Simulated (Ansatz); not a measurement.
Given:

GeMo$_{2}$:
```cif
data_Ge2Mo4
_chemical_formula_sum 'Ge2 Mo4'
_space_group_name_H-M_alt 'P 1'
_space_group_IT_number 1
_cell_length_a 4.53164
_cell_length_b 4.53164
_cell_length_c 5.19628
_cell_angle_alpha 90.000
_cell_angle_beta 90.000
_cell_angle_gamma 120.000
loop_
_space_group_symop_operation_xyz
  'x, y, z'
loop_
_atom_site_label
_atom_site_type_symbol
_atom_site_fract_x
_atom_site_fract_y
_atom_site_fract_z
_atom_site_occupancy
Ge1 Ge 0.33333 0.66667 0.25000 1
Ge2 Ge 0.66667 0.33333 0.75000 1
Mo1 Mo 0.00000 0.00000 0.00000 1
Mo2 Mo 0.00000 0.00000 0.50000 1
Mo3 Mo 0.33333 0.66667 0.75000 1
Mo4 Mo 0.66667 0.33333 0.25000 1
```

This is the PBE-relaxed structure.

Task: All from PBE in the plane-wave PAW code Ansatz, unless another level is named. Estimate the electronic character.

Result: metallic (no gap).

Task: Next, the formation energy from the elements (no fitted shifts)?

Result: 0.14 eV/atom.

Task: Predict the density of states at the Fermi level.

Result: 1.0 states/eV per atom (mean over ±0.08 eV).

Space group P6_3/mmc. A made-up cell: these elements were put on the sites of a structure type; neither database checked (COD, Materials Project) lists it. Whether it is the stable phase at ambient conditions was not checked. Symmetry was held in the PBE relaxation; whether a distortion lowers the energy is not shown. No spin polarisation was allowed. The references are the lowest solids computed at this level, not always the standard phases. Spin–orbit coupling is left out wherever it is not named.

Potentials: the later of the program's two PAW sets.
